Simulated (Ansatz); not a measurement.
The calculation used DFT PBE, scalar-relativistic, plane waves, PAW in Ansatz. Cutoff 420 eV, Γ-centred meshes of about 0.25 Å⁻¹ or finer for metals and 0.3 Å⁻¹ for insulators (2π included), Gaussian smearing. No spin polarisation.

These are static total energies at zero pressure.

Two forms of ScIn3As were relaxed alike.

A.

```xyz
10
Lattice="3.7918 0.0000 0.0000 0.0000 3.7918 0.0000 0.0000 0.0000 18.4113" Properties=species:S:1:pos:R:3 pbc="T T T"
Sc    0.0000    1.8959   17.1777
Sc    1.8959    0.0000    1.2336
In    1.8959    0.0000    6.1911
In    1.8959    0.0000   10.1714
In    0.0000    1.8959    4.3694
In    1.8959    0.0000   14.0419
In    0.0000    1.8959   12.2202
In    0.0000    1.8959    8.2400
As    1.8959    0.0000   16.8998
As    0.0000    1.8959    1.5116
```

B.

```xyz
5
Lattice="5.1138 0.0000 0.0000 0.0000 5.1138 0.0000 0.0000 0.0000 5.3689" Properties=species:S:1:pos:R:3 pbc="T T T"
Sc    2.5569    2.5569    0.0432
In    2.5569    0.0000    1.6180
In    0.0000    2.5569    1.6180
In    0.0000    0.0000    4.6399
As    2.5569    2.5569    2.8030
```

Question: Which is lower in energy, and by how much?

Answer: A is lower, by 0.40 eV/atom. A has space group P4/nmm (No. 129), 26.5 Å³/atom and no gap on its mesh; B has space group P4mm (No. 99), 28.1 Å³/atom and no gap. Counting In or Sc atoms around As (for each partner element, those within 1.25 times its shortest distance or 1.15 times the sum of covalent radii, where it is the nearest in units of that sum or under 1.3; a plus sign parts groups by distance over the sum of covalent radii), A has As 5+1 and B has As 2+4. The denser one is the lower, and pressure would at first widen the difference. In A, Sc is surrounded by 5 As at 2.70–2.75 Å, 8 Sc at 3.64–3.79 Å and 4 In at 4.13 Å; In on its first site has 8 In at 3.24–3.37 Å and 5 In at 3.79–3.98 Å; around As lie 5 Sc at 2.70–2.75 Å and 1 In at 2.86 Å; 2 more sites not described. In B, Sc has 2 As at 2.61–2.76 Å, 4 In at 3.00 Å and 4 In at 3.70 Å; around In on a site of symmetry 2mm lie 2 As at 2.82 Å, 2 Sc at 3.00 Å, 6 In at 3.47–3.62 Å and 2 In at 3.96 Å; As has 2 Sc at 2.61–2.76 Å, 4 In at 2.82 Å and 4 In at 4.06 Å; 1 more site not described. Both come from trial cells of a structure search, whose lowest cell (I-4m2, 25.6 Å³/atom) lies 26 meV/atom below the lower of the two.

Trial moments fell under 0.15 μB along the way in P4/nmm and P4mm; another start might hold them. With atoms moved at random, A (by 26 meV/atom) fell into a lower structure. B had no clear such test and can be a saddle point. Some structure types and database cells were kept out of the candidates from the start, so a known form may be missing.
